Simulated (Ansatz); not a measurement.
Relaxed-ion elastic tensor of Nb (bcc (W type), Im-3m) in GPa (Voigt order), the program Ansatz at the r²SCAN level (PAW); density 8.57 g/cm³, 18.01 Å³ per atom.

```
 252   137   137   0.0   0.0   0.0
 137   252   137   0.0   0.0   0.0
 137   137   252   0.0   0.0   0.0
 0.0   0.0   0.0  11.8   0.0   0.0
 0.0   0.0   0.0   0.0  11.8   0.0
 0.0   0.0   0.0   0.0   0.0  11.8
```

**Question.** Is the crystal mechanically stable?

**Answer.** Yes: the smallest eigenvalue of C is 11.8 GPa.

**Question.** Work out the Voigt, Reuss and Hill averages.

**Answer.** K_V = 175, K_R = 175, K_H = 175; G_V = 30.1, G_R = 17.3, G_H = 23.7 GPa.

**Question.** Give Young's modulus, Poisson's ratio, Pugh's ratio and the universal anisotropy index.

**Answer.** E = 9KG/(3K + G) = 68.1 GPa; ν = 0.44; K/G = 7.39 (ductile by the Pugh limit of 1.75); A_U = 5G_V/G_R + K_V/K_R − 6 = 3.70.

**Question.** Estimate the sound speeds and the Debye temperature.

**Answer.** v_l = √((K + 4G/3)/ρ) = 4920 m/s, v_t = √(G/ρ) = 1660 m/s, mean 1890 m/s; Θ = (h/k)(3n/4πV)^(1/3) v_m = 215 K.

**Question.** Give the Zener ratio and Young's modulus along [100], [110] and [111].

**Answer.** A = 2C44/(C11 − C12) = 0.21; 1/E = S11 − 2(S11 − S12 − S44/2)Γ with Γ = 0, 1/4, 1/3 gives 156, 43.0, 34.7 GPa.

Symmetry was held in the r²SCAN relaxation. The run is not spin-polarised. As this level gives no gap, shear constants depend on the k-mesh and smearing (Fermi–Dirac, 0.1 eV here). On the denser mesh and wider smearing of the elastic run this cell carries a stress of 0.4 GPa.

Potentials: the earlier of the program's two PAW sets.
